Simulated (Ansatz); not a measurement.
**ScGa3: pressure against volume**

A database entry relaxed whole under r2SCAN (Pm-3m):

```xyz
4
Lattice="4.0794 0.0000 0.0000 0.0000 4.0794 0.0000 0.0000 0.0000 4.0794" Properties=species:S:1:pos:R:3 pbc="T T T"
Sc    0.0000    0.0000    0.0000
Ga    0.0000    2.0397    2.0397
Ga    2.0397    0.0000    2.0397
Ga    2.0397    2.0397    0.0000
```

The cell was scaled uniformly, its shape held, and the atoms relaxed at each volume with plane-wave PAW DFT (Ansatz 0.2.0; r2SCAN, 500 eV, 8×8×8 Γ-centred mesh, fermi-dirac occupations of width 0.100 eV; no spin, no spin-orbit coupling). One row is withheld.

| volume (Å³/atom) | energy over the lowest (meV/atom) | pressure (GPa) |
| --- | --- | --- |
| 15.953 | 17.1 | 5.71 |
| 16.293 | 7.3 | 3.60 |
| 16.632 | 1.8 | 1.70 |
| 16.971 | 0.0 | -0.01 |
| 17.311 | 1.7 | -1.56 |
| 17.650 | ? | ? |
| 17.990 | 14.1 | -4.22 |

Question: Fit the pressures of the other rows to the third-order Birch-Murnaghan form.

Answer: With f = [(V₀/V)^(2/3) − 1]/2 and P = 3B₀f(1 + 2f)^(5/2)[1 + 3(B₀′ − 4)f/2], least squares gives V₀ = 16.97 Å³ an atom, B₀ = 81.4 GPa and B₀′ = 4.2; the rows miss the fit by less than 0.01 GPa. The slope of the energies differs from these pressures by 0.06 GPa, since they are taken to zero smearing while pressures follow the free energy.

Question: What does the withheld row hold?

Answer: The fit gives -2.96 GPa at 17.650 Å³; the run gave -2.96 GPa and 6.4 meV an atom.

Caveats: the shape of the cell was held; 0 K, fixed nuclei; the symmetry was kept, and this need not be the phase that is stable at 0 K; one mesh for all volumes; pressure is positive in compression.
